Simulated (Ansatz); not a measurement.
WS2 in space group R3m (No. 160; W on 3a, S on 3a, S on 3a), the program Ansatz at the r²SCAN+D4 level (PAW). The conduction-band minimum lies on the Γ–S0 line, 52 % of the way from Γ, with 6 equivalent valleys. Second derivatives d²E/dk² of the lowest band at one valley (eV·Å²), along Cartesian directions:

```json
[
 {"direction": "[100]", "d²E/dk²": "12.13"},
 {"direction": "[010]", "d²E/dk²": "12.43"},
 {"direction": "[001]", "d²E/dk²": "15.00"},
 {"direction": "[110]", "d²E/dk²": "12.10"},
 {"direction": "[101]", "d²E/dk²": "13.03"},
 {"direction": "[011]", "d²E/dk²": "13.41"}
]
```

Question: Find the principal effective masses, the density-of-states mass and the conductivity mass.

Answer: Off-diagonal terms follow from H_xy = H[110] − (H_xx + H_yy)/2, and m*/mₑ = 7.620 eV·Å² over each eigenvalue: 0.50, 0.61, 0.64. One valley's DOS mass (m₁m₂m₃)^(1/3) = 0.58, conductivity mass 3/(Σ 1/mᵢ) = 0.58 mₑ.

Question: What effective density of states Nc follows at 300 K for parabolic valleys?

Answer: Nc = 2.509e19 × 6 × (0.58)^(3/2) ≈ 6.7e19 cm⁻³.

The first step of the workflow began from a Materials Project structure, measured or hypothetical; the Crystallography Open Database files this formula in space group No. 160, but the cells were not matched. It is not the phase usual at ambient conditions (space group No. 194). The r²SCAN+D4 relaxation kept the symmetry of its start; whether a distortion lowers the energy is not shown. The run is not spin-polarised. Scalar-relativistic: spin–orbit coupling is off unless named, which matters more the heavier the elements.

Potentials: the earlier of the program's two PAW sets. The files were generated under PBE; for other functionals the program regenerates the frozen cores, and for LDA and PBEsol the local potential too.

Edges and masses are those of Kohn–Sham bands, whose gap is no quasiparticle gap.
